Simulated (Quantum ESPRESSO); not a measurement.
**Band energies of TiPt$_{3}$**

```
TiPt3
1.0
    3.92453     0.00000     0.00000
    0.00000     3.92453     0.00000
    0.00000     0.00000     3.92453
Ti Pt
1 3
Cartesian
  0.00000   0.00000   0.00000
  1.96226   1.96226   0.00000
  0.00000   1.96226   1.96226
  1.96226   0.00000   1.96226
```

LDA (Quantum ESPRESSO, PseudoDojo norm-conserving, 84 Ry, without SOC); path ΓXMΓRX,MR; energies in eV from the Fermi level.

```
k (1/Å)  point  band 29  band 30  band 31  band 32  band 33  band 34  band 35  band 36
-------  -----  -------  -------  -------  -------  -------  -------  -------  -------
0.00         Γ    -0.48     0.06     0.06     0.06     1.38     1.38     1.61     1.61
0.34              -1.63    -1.55    -1.01    -0.72     0.06     0.83     0.83     1.13
0.69              -2.59    -2.59    -2.35    -1.32    -0.08    -0.08     0.06     0.53
0.80         X    -2.58    -2.58    -2.51    -1.31    -0.16    -0.16     0.06     0.47
1.03              -2.54    -2.42    -2.13    -1.66    -0.67     0.18     0.21     0.53
1.37              -2.73    -2.66    -2.32    -1.92    -1.84     0.25     0.43     0.58
1.60         M    -3.00    -3.00    -2.36    -2.21    -2.18     0.25     0.25     0.38
1.70              -3.03    -2.94    -2.25    -2.19    -2.10     0.27     0.30     0.39
2.01              -2.71    -2.66    -2.12    -1.30    -1.26     0.50     0.56     0.57
2.42              -1.68    -1.30    -0.84    -0.22    -0.09     1.03     1.05     1.19
2.73         Γ    -0.48     0.06     0.06     0.06     1.38     1.38     1.61     1.61
3.03              -1.44    -1.44    -0.98    -0.12     0.07     1.07     1.07     1.39
3.33              -2.25    -2.10    -2.10    -1.21    -0.25     0.40     0.40     1.22
3.62              -3.20    -2.45    -2.45    -1.46    -0.35     0.30     0.30     1.13
3.92              -1.74    -1.64    -1.64    -0.90    -0.41     0.29     0.29     1.15
4.12         R    -0.89    -0.60    -0.60    -0.60    -0.42    -0.42    -0.42     1.20
4.31              -1.79    -1.55    -1.39    -1.00    -0.45     0.30     0.31     1.12
4.59              -2.98    -2.61    -2.42    -1.70    -0.62     0.53     0.63     0.75
4.87              -2.67    -2.60    -2.23    -1.77    -0.71     0.16     0.59     0.62
5.16              -2.59    -2.49    -2.44    -1.38    -0.25    -0.14     0.13     0.49
5.25         X    -2.58    -2.58    -2.51    -1.31    -0.16    -0.16     0.06     0.47
5.25         M    -3.00    -3.00    -2.36    -2.21    -2.18     0.25     0.25     0.38
5.35              -3.01    -3.01    -2.33    -2.24    -2.05     0.28     0.28     0.43
5.65              -2.63    -2.59    -2.59    -1.78    -1.11     0.65     0.65     1.00
6.05         R    -0.89    -0.60    -0.60    -0.60    -0.42    -0.42    -0.42     1.20
```

A metal at this level: along this path bands 30, 31, 32, 33, 34, 35 cross the Fermi level.

Spin-orbit coupling is left out; for elements this heavy it splits bands near the Fermi level.

Geometry of the Materials Project entry, not relaxed at this level.
